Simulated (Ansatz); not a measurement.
Relaxation of a generated cell, Te2Mo built in the AFLOW prototype AB2_hP12_194_f_ah (C14, as in MgZn2); 12 atoms in the cell, which starts as P6₃/mmc (No. 194), hP12; a = b = 6.4432 Å, c = 10.5672 Å, α = β = 90.00°, γ = 120.00°. The numbers are results of r2SCAN (plane waves to 500 eV, PAW, scalar-relativistic; Ansatz, a program for electronic structure), not measurements. Γ-centred k-mesh 4×4×2 on the run's cell (coarser than for final values), Fermi–Dirac smearing 0.05 eV. This is the first round of the run. 

The optimiser's lines from the output (shortened; P is positive under compression):

```
relax step   1: F+E_penalty+E_count = -75802.45032330 eV  Δ(F+E_penalty+E_count) = +0.000e0 eV  max|allowed force component| = 7.932e-1 eV/Å  Δτ_max = 0.0000 Å  P = -9.673 GPa  Ω = 379.918 Å³  (14 SCF iters, dr2 threshold 1.00e-7 eV, accepted)
relax step   2: F+E_penalty+E_count = -75805.21339741 eV  Δ(F+E_penalty+E_count) = -2.763e0 eV  max|allowed force component| = 4.231e-1 eV/Å  Δτ_max = 0.0683 Å  P = -6.471 GPa  Ω = 332.493 Å³  (9 SCF iters, dr2 threshold 1.20e-6 eV, accepted)
relax step   3: F+E_penalty+E_count = -75806.47653836 eV  Δ(F+E_penalty+E_count) = -1.263e0 eV  max|allowed force component| = 1.074e0 eV/Å  Δτ_max = 0.0697 Å  P = -1.932 GPa  Ω = 302.951 Å³  (8 SCF iters, dr2 threshold 1.20e-6 eV, accepted)
relax step   4: F+E_penalty+E_count = -75808.12711843 eV  Δ(F+E_penalty+E_count) = -1.651e0 eV  max|allowed force component| = 1.957e0 eV/Å  Δτ_max = 0.1653 Å  P = +2.164 GPa  Ω = 287.247 Å³  (9 SCF iters, dr2 threshold 1.20e-6 eV, accepted)
relax step   5: F+E_penalty+E_count = -75809.73203688 eV  Δ(F+E_penalty+E_count) = -1.605e0 eV  max|allowed force component| = 1.251e0 eV/Å  Δτ_max = 0.1952 Å  P = +6.972 GPa  Ω = 280.776 Å³  (9 SCF iters, dr2 threshold 1.20e-6 eV, accepted)
relax step   6: F+E_penalty+E_count = -75811.09488898 eV  Δ(F+E_penalty+E_count) = -1.363e0 eV  max|allowed force component| = 8.004e-1 eV/Å  Δτ_max = 0.1950 Å  P = +4.016 GPa  Ω = 301.862 Å³  (9 SCF iters, dr2 threshold 1.20e-6 eV, accepted)
relax step   7: F+E_penalty+E_count = -75812.02263097 eV  Δ(F+E_penalty+E_count) = -9.277e-1 eV  max|allowed force component| = 6.144e-1 eV/Å  Δτ_max = 0.1906 Å  P = +1.737 GPa  Ω = 322.294 Å³  (9 SCF iters, dr2 threshold 1.20e-6 eV, accepted)
relax step   8: F+E_penalty+E_count = -75812.82260850 eV  Δ(F+E_penalty+E_count) = -8.000e-1 eV  max|allowed force component| = 1.179e-1 eV/Å  Δτ_max = 0.1973 Å  P = +0.644 GPa  Ω = 337.376 Å³  (8 SCF iters, dr2 threshold 1.20e-6 eV, accepted)
relax step   9: F+E_penalty+E_count = -75813.42837180 eV  Δ(F+E_penalty+E_count) = -6.058e-1 eV  max|allowed force component| = 1.993e-1 eV/Å  Δτ_max = 0.1107 Å  P = -0.944 GPa  Ω = 346.493 Å³  (8 SCF iters, dr2 threshold 1.20e-6 eV, accepted)
relax step  10: F+E_penalty+E_count = -75814.14034138 eV  Δ(F+E_penalty+E_count) = -7.120e-1 eV  max|allowed force component| = 6.748e-1 eV/Å  Δτ_max = 0.1340 Å  P = +0.944 GPa  Ω = 344.042 Å³  (8 SCF iters, dr2 threshold 1.20e-6 eV, accepted)
relax step  11: F+E_penalty+E_count = -75814.78926911 eV  Δ(F+E_penalty+E_count) = -6.489e-1 eV  max|allowed force component| = 4.969e-1 eV/Å  Δτ_max = 0.0580 Å  P = -0.978 GPa  Ω = 340.315 Å³  (8 SCF iters, dr2 threshold 1.20e-6 eV, accepted)
relax step  12: F+E_penalty+E_count = -75814.71285852 eV  Δ(F+E_penalty+E_count) = +7.641e-2 eV  max|allowed force component| = 6.845e-1 eV/Å  Δτ_max = 0.1486 Å  P = +3.412 GPa  Ω = 334.766 Å³  (8 SCF iters, dr2 threshold 1.20e-6 eV, rejected (line search))
relax step  13: F+E_penalty+E_count = -75814.90794709 eV  Δ(F+E_penalty+E_count) = -1.187e-1 eV  max|allowed force component| = 1.777e-1 eV/Å  Δτ_max = 0.0479 Å  P = -0.103 GPa  Ω = 340.452 Å³  (13 SCF iters, accepted)
relax step  14: F+E_penalty+E_count = -75814.91867073 eV  Δ(F+E_penalty+E_count) = -1.072e-2 eV  max|allowed force component| = 1.049e-1 eV/Å  Δτ_max = 0.0272 Å  P = -0.169 GPa  Ω = 343.460 Å³  (7 SCF iters, dr2 threshold 1.20e-6 eV, accepted)
relax step  15: F+E_penalty+E_count = -75814.92078579 eV  Δ(F+E_penalty+E_count) = -2.115e-3 eV  max|allowed force component| = 5.981e-2 eV/Å  Δτ_max = 0.0088 Å  P = +0.088 GPa  Ω = 342.657 Å³  (6 SCF iters, dr2 threshold 6.88e-7 eV, accepted)
relax step  16: F+E_penalty+E_count = -75814.92132111 eV  Δ(F+E_penalty+E_count) = -5.353e-4 eV  max|allowed force component| = 2.912e-4 eV/Å  Δτ_max = 0.0022 Å  P = +0.001 GPa  Ω = 343.499 Å³  (5 SCF iters, dr2 threshold 2.24e-7 eV, accepted)
relax step  17: F+E_penalty+E_count = -75814.92050528 eV  Δ(F+E_penalty+E_count) = +8.158e-4 eV  max|allowed force component| = 6.382e-4 eV/Å  Δτ_max = 0.0000 Å  P = +0.006 GPa  Ω = 343.499 Å³  stress off target by 1.68e-2 GPa  SCF on the basis re-selected at this cell (its energy is not comparable with the rows above)  (7 SCF iters)
```

From the first to the last row the energy changes by -1.04 eV/atom and the volume by -9.6 %. The last row is marked as not comparable with the walk above it, whose basis was carried along; it does compare with step 1, since both stand on a basis selected at the nominal cutoff for their own cell.

Step 12 was rejected by the optimiser.

Later rounds, restarted from the end of this one on a renewed k-mesh, logged 6 more steps. The final structure after all rounds: P6₃/mmc (No. 194), hP12; a = b = 5.856 Å, c = 11.499 Å, α = β = 90.00°, γ = 120.00°. Between re-selections the logged energies stand on a plane-wave basis carried along with the cell. The relaxed cell holds bonded Te–Te pairs (2.90 Å). No spin polarisation in the result.

The run could not lose the symmetry of its start.

The first start was generated by placing the elements on the sites of a structure type. A measured structure of Te2Mo has the same space group, P6₃/mmc (No. 194); the sites were not compared with it.
